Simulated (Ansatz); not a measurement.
Computed properties of EuGe3Pd

EuGe₃Pd:
```
EuGe3Pd
1.0
   -2.23071     2.23071     5.04676
    2.23071    -2.23071     5.04676
    2.23071     2.23071    -5.04676
Eu Ge Pd
1 3 1
Direct
  0.00065   0.00065   0.00000
  0.25873   0.75873   0.50000
  0.75873   0.25873   0.50000
  0.40572   0.40572   0.00000
  0.64917   0.64917   0.00000
```
The run is spin-polarised; directions of the spins, atom by atom: ↑ 0 0 0 0.

Space group I4mm (No. 107); conventional cell a = b = 4.461 Å, c = 10.094 Å, α = β = γ = 90.00°.

Method: r²SCAN (plane waves, PAW; program Ansatz). The cell and atoms are relaxed at this level. Other levels are named where they apply.

Cell and energy:

Volume per atom: 20.09 Å³
Density: 7.87 g/cm³
Formation energy from the elements (no fitted shifts): -0.60 eV/atom

Electronic structure:

- Electronic character = metallic (no gap)
- Density of states at the Fermi level = 0.42 states/eV per atom (mean over ±0.08 eV)

Magnetism:

Magnetic order: ferromagnetic
Net moment: 1.36 μB per atom

The first step of the workflow began from a Materials Project structure, measured or hypothetical; the Crystallography Open Database copy checked does not list it. Whether it is the stable phase at ambient conditions was not checked. The cell was relaxed with r²SCAN under the symmetry of its start; its stability against distortions is not shown here. The final state is ferromagnetic, the only order run, not a proven ground state. Caveat: open 4f shells can settle in a state that is not the lowest. Other orbital occupations within this spin state were not tried. No Hubbard U is applied. The references are the lowest solids computed at this level, not always the standard phases. Scalar-relativistic: spin–orbit coupling is off unless named, which matters more the heavier the elements.

Potentials: the later of the program's two PAW sets.
